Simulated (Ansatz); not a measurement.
A geometry of Ir away from equilibrium: step 2 of the relaxation of a generated cell, Ir placed in the dhcp structure type. Calculation: PBEsol (plane waves to 420 eV, PAW, scalar-relativistic; Ansatz, a program for electronic structure). Γ-centred k-mesh 14×14×4 on the run's cell (coarser than for final values), Fermi–Dirac smearing 0.05 eV.

```xyz
4
Lattice="2.6859 0.0000 0.0000 -1.3430 2.3261 0.0000 0.0000 0.0000 8.9087" Properties=species:S:1:pos:R:3:forces:R:3 pbc="T T T" free_energy=-47195.972 pressure_GPa=4.8
Ir     0.0000     0.0000     0.0000    0.0000    0.0000    0.0000
Ir     0.0000     0.0000     4.4543    0.0000    0.0000    0.0000
Ir     0.0000     1.5507     2.2272    0.0000    0.0000    0.0000
Ir     1.3430     0.7754     6.6815    0.0000    0.0000    0.0000
```

Positions in Å, forces in eV/Å, free energy of the cell in eV (comparable only within this code, potentials and settings). Largest force: all forces are below 0.005 eV/Å; the geometry lies 0.01 eV/atom above the end of its relaxation.

No spin polarisation in the result.

The run could not lose the symmetry of its start; a randomly shaken copy of 8 atoms returns to this structure.

All atoms sit on sites fixed by symmetry, so only the cell could relax.

The end of the path is a generated cell of Ir: the first start was made by placing the elements on the sites of a structure type, and the end was not matched to a known phase here, so it may be hypothetical. Known forms of Ir include space group No. 225.
